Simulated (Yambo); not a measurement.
Material: MgI2 (CdI2 type, space group P-3m1, No. 164); a = 4.126 Å, b = 4.126 Å, c = 6.827 Å, α = 90.00°, β = 90.00°, γ = 120.00° (3 atoms in the cell). Cell and atoms were relaxed with PBE+D3(BJ) from Materials Project entry mp-23205, within its symmetry.

With norm-conserving PBEsol (Quantum ESPRESSO, 84 Ry, with spin-orbit coupling), the gap between the mesh's edge points (Γ → Γ) is 3.274 eV.

**Question.** By how much does one-shot G0W0 (Yambo; 3×3×2 Γ-centred k mesh, bands 9 to 298 and a 7 Ry block in the screening, 298 bands in G with the Bruneval-Gonze terminator, plasmon pole fitted at 27.2 eV) open this gap, and what gap results?

**Answer.** The correction is 1.658 eV, giving 4.932 eV, 1.5 times the PBEsol value. The mesh misses a band edge: along a dense path the PBEsol gap is 3.10 eV against 3.27 eV on the mesh. Nearest settings tried, and what they do to the gap: 188 bands in W, 188 bands in G: -33 meV; 6 Ry block (161 vectors against 233): -54 meV. Not varied: mesh. So the settings aren't converged at that level. The k mesh is coarse.
